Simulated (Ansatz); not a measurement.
FeO (rock salt, space group No. 225) under volume change, plane-wave PAW r²SCAN (Ansatz code), scaled uniformly.

| V (Å³/atom) | E − E(relaxed) (meV/atom) | P (GPa) |
|---|---|---|
| 8.819 | [?] | [?] |
| 9.110 | 25.6 | 14.92 |
| 9.400 | [?] | [?] |
| 9.691 | 0.0 | 0.00 |
| 9.982 | 2.9 | -4.49 |
| 10.272 | 15.2 | -8.97 |
| 10.563 | 35.1 | -12.78 |

Fill in the missing entries.


- 8.819, E − E(relaxed) (meV/atom): 61.1
- 8.819, P (GPa): 24.43
- 9.400, E − E(relaxed) (meV/atom): 6.0
- 9.400, P (GPa): 6.85

What does a third-order Birch–Murnaghan fit give for V₀, B₀ and B′?

V₀ = 9.71 Å³/atom, B₀ = 192 GPa, B′ = 5.8.

Space group Fm-3m (rock salt). Symmetry was held in the r²SCAN relaxation. The final state is ferromagnetic, the only order run, not a proven ground state. The cell computed holds one magnetic atom, so no antiferromagnetic order was within reach. Textbook magnetic order: antiferromagnetic. Other orbital occupations within this spin state were not tried. No Hubbard U is applied.

Potentials: the later of the program's two PAW sets.
